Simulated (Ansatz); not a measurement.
SiC (zinc blende, space group No. 216), a = 4.3290 Å, b = 4.3290 Å, c = 4.3290 Å, α = 90.00°, β = 90.00°, γ = 90.00°; the cell used has 2 atoms.

This is the LDA-relaxed structure.

All from the program Ansatz at the LDA level (PAW), unless another level is named. Predict the largest static χ(2) component.

23 pm/V.

And the electronic dielectric constant ε∞ (DFPT)?

6.93.

Give the static dielectric constant ε0 (ions relaxed, cell fixed).

10.3.

And the Born charges (a third of the trace)?

Si +2.73, C -2.73 e.

Space group F-43m (zinc blende). The LDA relaxation kept the symmetry of its start.

Potentials: the earlier of the program's two PAW sets. The files were generated under PBE; for other functionals the program regenerates the frozen cores, and for LDA and PBEsol the local potential too.
